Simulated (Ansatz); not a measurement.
LuAlN$_{2}$:
Space group Pna2₁ (No. 33); a = 5.8691 Å, b = 6.9026 Å, c = 5.1769 Å, α = β = γ = 90.00°

```
atom  site  symmetry       x       y       z
----  ----  --------  ------  ------  ------
Lu      4a         1  0.4008  0.1227  0.4788
Al      4a         1  0.0726  0.1263  0.9961
N       4a         1  0.1062  0.6474  0.4129
N       4a         1  0.0492  0.1031  0.3583
```

Relaxed with r²SCAN.

Task: Tabulate the valence density and the electron localisation function along the shortest Lu–N contact (2.16 Å), the program Ansatz at the r²SCAN level (PAW).

Result: 

```
distance from Lu (Å)  density (e/Å³)   ELF
--------------------  --------------  ----
0.22                           36.98  0.75
0.32                           25.48  0.81
0.43                           15.67  0.85
0.54                            8.88  0.84
0.65                            4.77  0.79
0.76                            2.50  0.65
0.86                            1.35  0.42
0.97                            0.82  0.23
1.08                            0.63  0.20
1.19                            0.64  0.33
1.30                            0.79  0.58
1.40                            1.05  0.77
1.51                            1.48  0.82
1.62                            2.13  0.79
1.73                            2.87  0.69
1.84                            3.38  0.46
1.94                            3.50  0.20
```

The density is the valence pseudo-density with augmentation charge, so density and ELF within about 1 Å of a nucleus are not all-electron values.

Space group Pna2_1. The start of the workflow was typed in or built on a structure type; neither database checked (COD, Materials Project) lists it. Whether it is the stable phase at ambient conditions was not checked. The r²SCAN relaxation kept the symmetry of its start; its stability against distortions is not shown here. Scalar-relativistic: spin–orbit coupling is off unless named, which matters more the heavier the elements.

Potentials: the earlier of the program's two PAW sets.
